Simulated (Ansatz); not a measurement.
Bi$_{2}$HSe$_{3}$:
```xyz
6
Lattice="2.2482 1.2980 9.1601 -2.2482 1.2980 9.1601 0.0000 -2.5960 9.1601" Properties=species:S:1:pos:R:3 pbc="T T T"
Se     0.0000     0.0000    27.3281
Bi     0.0000     0.0000    16.6964
Bi     0.0000     0.0000    10.9105
Se     0.0000     0.0000     6.1011
Se     0.0000     0.0000    21.3315
H      0.0000     0.0000     4.6257
```

Relaxed with r²SCAN+D4.

Q: Map the valence electron density (e/Å³), cut off at 1 on the plane through (0.994, 0.994, 0.994) spanned by u = [1, 0, 0] and v = [-1, 1, 1] in lattice vectors, from plane-wave PAW r²SCAN+D4 (Ansatz code).

A: x is the fraction of u, y of v (the angle between them is 45°; rows are the nearest grid lines); atoms in the plane: Se at (0.00, 0.00), Bi at (0.23, 0.61), Bi at (0.81, 0.40), Se at (0.46, 0.23), Se at (0.56, 0.78), H at (0.35, 0.17).
```
|9999631000000000000000000000000001369999|
|9999973100000011122100000000000000013699|
|9999984210000012234321000000000000001359|
|2356654211000012369997421000000000000012|
|0112222211000001248999996310000000000000|
|0122332211000000013799999952100000000000|
|0124565421100000002499999984100000000000|
|0125999999421000000136999996310000000000|
|0013799999996210000001235655321000000000|
|0000259999999941000000112233221000000000|
|0000125999999983100000012233221100000000|
|0000000248999996310000012479864210000000|
|0000000001235554211000012499999994100000|
|0000000000112222110000001249999999941000|
|0000000000122332110000000126999999994100|
|1000000000124677642100000001369999999421|
|1000000000124699999610000000012489999631|
|1100000000134699999973100000000112333321|
|1000000000136899999996310000000011112111|
|0000000000013999999999842000000112221110|
|2100000000000125655699853110001124566432|
|9531000000000000011122332110000124899999|
|9963100000000000000011111110000113799999|
|9999631000000000000000000000000001369999|
```
Scale: ten equal steps from 0.007 (start of '0') to 1.00 (end of '9'), in the order '0123456789'; x runs from 0.000 to 1.00, y from 0.000 (bottom) to 1.00 (top).

The density is the valence pseudo-density with augmentation charge, so density and ELF within about 1 Å of a nucleus are not all-electron values.

Space group R3m. The start of the workflow was typed in or built on a structure type; neither database checked (COD, Materials Project) lists it. Whether it is the stable phase at ambient conditions was not checked. The cell was relaxed with r²SCAN+D4 under the symmetry of its start; whether a distortion lowers the energy is not shown. Spin–orbit coupling is left out wherever it is not named.

Potentials: the later of the program's two PAW sets.
